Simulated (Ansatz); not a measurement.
TiSe2:
```xyz
3
Lattice="3.5419 0.0000 0.0000 -1.7710 3.0674 0.0000 0.0000 0.0000 6.6984" Properties=species:S:1:pos:R:3 pbc="T T T"
Ti     0.0000     0.0000     0.0000
Se     0.0000     2.0449     1.5474
Se     1.7710     1.0225     5.1510
```

Relaxed with PBE. Special points in fractions of this cell's reciprocal vectors: Γ (0.000, 0.000, 0.000); M (0.500, 0.000, 0.000); K (0.333, 0.333, 0.000); A (0.000, 0.000, 0.500); L (0.500, 0.000, 0.500); H (0.333, 0.333, 0.500).

Problem. List the band energies nearest the Fermi level at these points for plane-wave PAW PBE (Ansatz code).

Solution. In eV from the Fermi level; about four levels below and three above (degenerate sets whole), none deeper than 8.9 eV; points with the same levels are listed once.

| k | below | above |
|---|---|---|
| Γ | -4.82 -2.18 -2.18 -0.55 | 0.47 0.47 0.49 0.49 |
| M | -2.64 -2.26 -2.20 -1.12 | 0.06 1.35 1.73 |
| K | -3.85 -3.85 -2.52 -2.35 -2.35 | 1.13 1.53 1.53 |
| A | -4.10 -2.17 -2.17 -2.07 | 0.44 0.44 0.47 0.47 |
| L | -2.31 -1.55 -1.01 -0.09 | 1.35 1.71 3.26 |
| H | -3.84 -2.77 -2.16 -2.16 | 1.13 1.35 1.35 |

Space group P-3m1 (CdI2 type). Symmetry was held in the PBE relaxation. The run is not spin-polarised. A crystal of weakly bound layers computed without a dispersion correction: the cell and the soft elastic constants depend strongly on that. Scalar-relativistic: spin–orbit coupling is off unless named, which matters more the heavier the elements.

Potentials: the later of the program's two PAW sets.
